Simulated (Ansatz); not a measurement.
WS2:
```cif
data_S2W
_chemical_formula_sum 'W1 S2'
_space_group_name_H-M_alt 'P 1'
_space_group_IT_number 1
_cell_length_a 6.53456
_cell_length_b 6.53456
_cell_length_c 6.53456
_cell_angle_alpha 28.108
_cell_angle_beta 28.108
_cell_angle_gamma 28.108
loop_
_space_group_symop_operation_xyz
  'x, y, z'
loop_
_atom_site_label
_atom_site_type_symbol
_atom_site_fract_x
_atom_site_fract_y
_atom_site_fract_z
_atom_site_occupancy
W1 W 0.99933 0.99933 0.99933 1
S1 S 0.58309 0.58309 0.58309 1
S2 S 0.74888 0.74888 0.74888 1
```

Relaxed with r²SCAN+D4.

**Question.** Tabulate the valence density and the electron localisation function along the shortest W–S contact (2.41 Å), r²SCAN+D4 in the plane-wave PAW code Ansatz.

**Answer.** 

```csv
distance from W (Å),density (e/Å³),ELF
0.24,5.65,0.27
0.36,5.71,0.52
0.48,5.00,0.67
0.60,3.72,0.69
0.72,2.37,0.60
0.84,1.38,0.43
0.96,0.86,0.30
1.08,0.68,0.32
1.20,0.64,0.49
1.32,0.70,0.70
1.44,0.82,0.82
1.56,0.99,0.85
1.68,1.15,0.83
1.80,1.21,0.73
1.92,1.09,0.48
2.05,0.80,0.16
2.17,0.45,0.01
```

The density is the valence pseudo-density with augmentation charge, so density and ELF within about 1 Å of a nucleus are not all-electron values.

Space group R3m. The first step of the workflow began from a Materials Project structure, measured or hypothetical; the Crystallography Open Database files this formula in space group No. 160, but the cells were not matched. It is not the phase usual at ambient conditions (space group No. 194). Symmetry was held in the r²SCAN+D4 relaxation; its stability against distortions is not shown here. No spin polarisation was allowed. Spin–orbit coupling is left out wherever it is not named.

Potentials: the earlier of the program's two PAW sets. The files were generated under PBE; for other functionals the program regenerates the frozen cores, and for LDA and PBEsol the local potential too.
